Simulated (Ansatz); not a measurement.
Consider the following.

Tl:
```
CELL_PARAMETERS angstrom
     -1.96006     1.96006     1.96006
      1.96006    -1.96006     1.96006
      1.96006     1.96006    -1.96006
ATOMIC_POSITIONS crystal
  Tl 0.00000 0.00000 0.00000
```

This is the r²SCAN-relaxed structure.

### Question
All from r²SCAN (plane waves, PAW; program Ansatz), unless another level is named. Predict the density of states at the Fermi level.

### Answer
0.44 states/eV per atom (mean over ±0.08 eV).

### Question
What about the gap with spin–orbit coupling?

### Answer
none (metallic).

Space group Im-3m (bcc (W type)). This is a known high-temperature phase of the composition, computed here at zero pressure and temperature. Symmetry was held in the r²SCAN relaxation; whether a distortion lowers the energy is not shown. Scalar-relativistic: spin–orbit coupling is off unless named, which matters more the heavier the elements.

Potentials: the later of the program's two PAW sets.
